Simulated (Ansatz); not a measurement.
Values for one crystal, relaxed and computed with DFT-r²SCAN in the program Ansatz with PAW potentials; other levels are named.

* **Volume per atom**: 13.42 Å³
* **Band gap**: 8.03 eV (indirect)
* **Valence-band maximum**: at X
* **Bulk modulus (Birch–Murnaghan fit)**: 89.5 GPa
* **Conduction-band minimum**: at Γ
* **HSE06 gap on the r²SCAN cell**: 9.44 eV
* **Smallest direct gap on the standard path**: 8.29 eV

Task: Pick the material that matches.
(A) CaO, rock salt
(B) MgO, R-3m (Pearson symbol hR16)
(C) CaF2, fluorite
(D) GaSb, zinc blende

Result: C, CaF2, fluorite

Space group Fm-3m (fluorite). Symmetry was held in the r²SCAN relaxation.

Potentials: the earlier of the program's two PAW sets.
